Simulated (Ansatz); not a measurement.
# Ag: clamped-ion strain scan

Computed with DFT PBEsol, scalar-relativistic, plane waves, PAW (Ansatz). Settings: plane waves to 420 eV, k-mesh 20×20×20 (Γ-centred), Gaussian smearing 0.15 eV. No spin polarisation. Energies are free energies at this smearing, counted from the undisturbed cell; pressure is positive in compression.

Reference structure (as given, not relaxed at this level; it stands at -7.2 GPa; this bcc form isn't the usual structure):

```
Ag
1.0
    -1.65565    1.65565    1.65565
     1.65565   -1.65565    1.65565
     1.65565    1.65565   -1.65565
Ag
1
Cartesian
  0.0000 0.0000 0.0000
```

The cell is strained by ε times the Voigt pattern (0, 0, 0, 1, 0, 0) (xx, yy, zz, yz, xz, xy; engineering shear) with fractional coordinates fixed. The cell is metallic on the mesh throughout.

| ε | ΔE (meV/atom) | stress summed along the pattern (GPa, tension positive) | pressure (GPa) |
| --- | --- | --- | --- |
| -0.1500 | 52.4 | -7.44 | -4.8 |
| -0.0750 | 10.8 | -3.09 | -6.7 |
| 0.0000 | 0.0 | 0.00 | -7.2 |
| 0.0187 | 0.6 | 0.61 | -7.2 |
| 0.0375 | 2.4 | 1.33 | -7.1 |
| 0.0562 | 5.7 | 2.15 | -7.0 |
| 0.0937 | 17.8 | 4.12 | -6.4 |
| 0.1125 | 27.1 | 5.21 | -5.9 |
| 0.1312 | 38.5 | 6.33 | -5.4 |

By symmetry 0.1500 repeats -0.1500, -0.1125 repeats 0.1125, 0.0750 repeats -0.0750, -0.0375 repeats 0.0375 in energy, with the opposite slope along the path.